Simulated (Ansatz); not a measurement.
## Relaxation of TiNb

Theory: Ansatz 0.2.0, DFT PBEsol, scalar-relativistic, plane waves, PAW. (420 eV cutoff, 16×16×10 k-mesh, Gaussian smearing of 0.10 eV, no spin polarisation)

What was changed: relaxed at 3 GPa.

Input:

```yaml
crystal:
  lattice:
    - [1.5948562009, -2.2731621604, 0.0]
    - [1.5948562009, 2.2731621604, 0.0]
    - [0.0, 0.0, 4.5389831655]
  atoms:
    - { symbol: Ti, position: [0.5, 0.5, 0.5] }
    - { symbol: Nb, position: [0.0, 0.0, 0.0] }
basis:
  ecutwfc: 420
kpoints:
  mp_grid: { grid: [16, 16, 10] }
hamiltonian:
  xc: pbesol
scf:
  occupations: { method: gaussian, width: 0.1 }
output:
  forces: true
  stress: true
  eigenvalues: true
relax:
  adjacent_minimum: "off"
  f_tol: 0.008
  max_steps: 50
  cell: { stress_tol: 0.08, p_target: 3.0 }
```

F is the free energy. Steps run on the plane waves of an earlier cell, but the last one, and at times one on the way, on a freshly chosen basis, so a repeated geometry can differ a little in energy. The relaxation lowers the enthalpy F + PV at the target pressure, so F itself can rise.

Steps:

```
step F − F(1) (eV) largest force component (eV/Å) V (Å³/atom) P (GPa)
   1         0.0000                           0.000       16.455     4.40
   2        -0.0117                           0.000       16.796     1.15
   3        -0.0067                           0.000       16.601     2.97
   4        -0.0066                           0.000       16.599     2.99
   5        -0.0067                           0.000       16.599     2.99
```

Relaxed structure:

```xyz
2
Lattice="1.5993 -2.2820 0.0000 1.5993 2.2820 0.0000 0.0000 0.0000 4.5482" Properties=species:S:1:pos:R:3 pbc="T T T"
Ti    1.5993    0.0000    2.2741
Nb    0.0000    0.0000    0.0000
```

Symmetry: Cmmm, No. 65, orthorhombic system. Conventional cell: a = 3.199 Å, b = 4.564 Å, c = 4.548 Å, α = 90.00°, β = 90.00°, γ = 90.00°. Around Ti (site symmetry mmm) lie 4 Nb at 2.78 Å and 4 Ti at 2.79 Å. Nb (site symmetry mmm) is surrounded by 4 Ti at 2.78 Å and 4 Nb at 2.79 Å.

The run converged. The run took roughly 40 core-seconds.